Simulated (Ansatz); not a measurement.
A geometry of AlNi₃ away from equilibrium: step 5 of the relaxation of a relaxed AlNi3 cell, doubled along one cell vector, shaken by Gaussian noise of σ = 0.08 Å a coordinate. Calculation: PBEsol (plane waves to 420 eV, PAW, scalar-relativistic; Ansatz, a quantum-chemistry and plane-wave program). Γ-centred k-mesh 9×5×8 on the run's cell (coarser than for final values), Fermi–Dirac smearing 0.05 eV. The plane waves were selected for a different cell earlier on the path.

```yaml
crystal:
  lattice:
    - [4.02972, -0.01984, -0.08884]
    - [-4.06408, 6.95604, 0.14545]
    - [-0.09560, 0.03517, 4.26337]
  atoms:
    - { symbol: Ni, position: [0.96935, 0.95924, 0.54062] }
    - { symbol: Ni, position: [0.94782, 0.59929, 0.52578] }
    - { symbol: Ni, position: [0.34639, 0.32500, 0.00269] }
    - { symbol: Ni, position: [0.32965, 0.82091, 0.09229] }
    - { symbol: Ni, position: [0.66016, 0.15136, 0.88636] }
    - { symbol: Ni, position: [0.67229, 0.66413, 0.91696] }
    - { symbol: Al, position: [0.99474, 0.99421, 0.03707] }
    - { symbol: Al, position: [0.00426, 0.48660, 0.02298] }
```

Give the Cartesian forces on all atoms (eV/Å).


```
atom     Fx     Fy     Fz
----  -----  -----  -----
Ni1    0.23  -0.94   0.11
Ni2   -0.04   0.73  -0.87
Ni3   -0.08  -0.05  -0.07
Ni4   -0.11   0.16   0.56
Ni5   -0.24  -0.20  -1.03
Ni6   -0.70   0.19   0.14
Al7    0.35   0.43   0.56
Al8    0.59  -0.33   0.60
```

The path ends in Pmma (No. 51). No spin polarisation in the result. A magnetic state may lie lower.

The end of the path is a generated cell of AlNi3: the first start was made by placing the elements on the sites of a structure type, and the end was not matched to a known phase here, so it may be hypothetical. Known forms of AlNi3 include space group No. 221.
